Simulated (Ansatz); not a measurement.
InPd:
```yaml
crystal:
  lattice:
    - [3.24718, 0.00000, 0.00000]
    - [0.00000, 3.24718, 0.00000]
    - [0.00000, 0.00000, 3.24718]
  atoms:
    - { symbol: In, position: [0.00000, 0.00000, 0.00000] }
    - { symbol: Pd, position: [0.50000, 0.50000, 0.50000] }
```

Relaxed with PBEsol. Special points in fractions of this cell's reciprocal vectors: Γ (0.000, 0.000, 0.000); X (0.000, 0.500, 0.000); M (0.500, 0.500, 0.000); R (0.500, 0.500, 0.500).

Q: List the band energies nearest the Fermi level at these points for DFT-PBEsol with spin–orbit coupling in the program Ansatz with PAW potentials.

A: In eV from the Fermi level; about four levels below and three above (degenerate sets whole), none deeper than 8.9 eV; points with the same levels are listed once.

```
k                                below                          above
-  -----------------------------------  -----------------------------
Γ  -2.47 -2.47 -2.47 -2.47 -2.19 -2.19  3.62 3.62 4.38 4.38 4.38 4.38
X              -2.44 -2.44 -1.18 -1.18            9.31 9.31 9.89 9.89
M              -2.48 -2.48 -1.78 -1.78            1.51 1.51 2.45 2.45
R  -1.74 -1.74 -1.74 -1.74 -0.09 -0.09  3.48 3.48 3.84 3.84 3.84 3.84
```

Space group Pm-3m (CsCl type). The cell was relaxed with PBEsol under the symmetry of its start; of distortions, only those at the zone centre were tested. The run is not spin-polarised.

Potentials: the later of the program's two PAW sets.
